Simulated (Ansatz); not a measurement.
C:
```
C
1.0
    2.51231     0.00000     0.00000
   -1.25616     2.17573     0.00000
    0.00000     0.00000    12.39174
C
12
Direct
  0.66667   0.33333   0.35494
  0.33333   0.66667   0.64506
  0.33333   0.66667   0.85494
  0.66667   0.33333   0.14506
  0.66667   0.33333   0.02076
  0.33333   0.66667   0.97924
  0.33333   0.66667   0.52076
  0.66667   0.33333   0.47924
  0.00000   0.00000   0.68683
  0.00000   0.00000   0.31317
  0.00000   0.00000   0.18683
  0.00000   0.00000   0.81317
```

This is the r²SCAN-relaxed structure. Tensor components refer to the Cartesian frame of this cell.

Task: All from DFT-r²SCAN in the program Ansatz with PAW potentials, unless another level is named. Estimate the hole effective mass, band 2 of 2 at the edge.

Result: 0.26 along x, 0.65 along z (mₑ).

Task: Next, the electron effective mass?

Result: 0.23, 0.66, 1.3 mₑ (principal values).

Task: What about the HSE06 gap on the r²SCAN cell?

Result: 5.61 eV.

Space group P6_3/mmc. The first step of the workflow began from a Materials Project structure, measured or hypothetical. Its sites differ from those of the usual phase in this space group: another stacking or structure type. The r²SCAN relaxation kept the symmetry of its start; phonons on a q-mesh show no instability.

Potentials: the later of the program's two PAW sets.
